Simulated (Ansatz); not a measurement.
# PtSe$_{2}$: from a starting cell to a relaxed one

The start is a randomly generated symmetric cell of PtSe2 (space group No. 191). Cell shape, volume and atoms are optimised at zero target pressure with PBE (plane waves to 420 eV, PAW, scalar-relativistic; Ansatz, a quantum-chemistry and plane-wave program). The first steps use a coarse 3×3×11 k-mesh.

Initial structure:
```
PtSe2
1.0
    8.42442     0.00000     0.00000
   -4.21221     7.29576     0.00000
    0.00000     0.00000     2.11411
Pt Se
2 4
Direct
  0.33333   0.66667   0.50000
  0.66667   0.33333   0.50000
  0.00000   0.00000   0.50000
  0.50000   0.00000   0.00000
  0.00000   0.50000   0.00000
  0.50000   0.50000   0.00000
```

```yaml
initial_pressure: "+60 GPa (positive: the cell is compressed)"
outcome: The space group stays P6/mmm (No. 191) (the run could not lower it), with 6 atoms in the primitive magnetic cell
volume_change: +10.4 %, from 21.66 to 23.90 Å³/atom
band_gap_at_the_end: zero (metallic)
optimiser_moves: 23
```

Final structure:

Space group P6/mmm (No. 191); a = 7.5052 Å, b = 7.5052 Å, c = 2.9400 Å, α = 90.00°, β = 90.00°, γ = 120.00°

```csv
atom,site,symmetry,x,y,z
Pt,2d,-6m2,0.3333,0.6667,0.5000
Se,1b,6/mmm,0.0000,0.0000,0.5000
Se,3f,mmm,0.0000,0.5000,0.0000
```

Final values are on a 7×7×16 k-mesh of the relaxed cell. The first round had no spin; a later round switched it on. Spin state reached: ferromagnetic (net 0.16 μB/atom); other spin orders were not run from this start.

The run could not lose the symmetry of its start: the end is stationary, and may be a saddle point rather than a minimum.

All atoms sit on sites fixed by symmetry, so only the cell could relax.

The relaxed structure here is a generated cell of PtSe2: the first start was made by a random draw of sites in a space group, and the end was not matched to a known phase here, so it may be hypothetical. Known forms of PtSe2 include space group No. 164.
